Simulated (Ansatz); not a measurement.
ScAs:
```yaml
crystal:
  lattice:
    - [0.00000, 2.70534, 2.70534]
    - [2.70534, 0.00000, 2.70534]
    - [2.70534, 2.70534, 0.00000]
  atoms:
    - { symbol: As, position: [0.50000, 0.50000, 0.50000] }
    - { symbol: Sc, position: [0.00000, 0.00000, 0.00000] }
```

Relaxed with PBEsol. Special points in fractions of this cell's reciprocal vectors: Γ (0.000, 0.000, 0.000); X (0.500, 0.000, 0.500); U (0.625, 0.250, 0.625); K (0.375, 0.375, 0.750); L (0.500, 0.500, 0.500); W (0.500, 0.250, 0.750).

Question: List the band energies nearest the Fermi level at these points for PBEsol (plane waves, PAW; program Ansatz).

Answer: In eV from the Fermi level; about four levels below and three above (degenerate sets whole), none deeper than 8.9 eV; points with the same levels are listed once.

| k | below | above |
|---|---|---|
| Γ | – | 1.07 1.07 1.07 |
| X | -3.70 -0.85 -0.85 -0.56 | 2.26 3.12 3.12 |
| U | -3.37 -3.11 -1.48 | 1.20 2.84 3.22 |
| L | -4.90 -1.91 -1.91 | 2.68 2.68 3.13 |
| W | -3.01 -3.01 -2.41 | 2.36 2.36 3.00 |

Space group Fm-3m (rock salt). The workflow started from an entry of the Crystallography Open Database (COD). Whether it is the stable phase at ambient conditions was not checked. The PBEsol relaxation kept the symmetry of its start; whether a distortion lowers the energy is not shown. No spin polarisation was allowed. Spin–orbit coupling is left out wherever it is not named.

Potentials: the later of the program's two PAW sets.
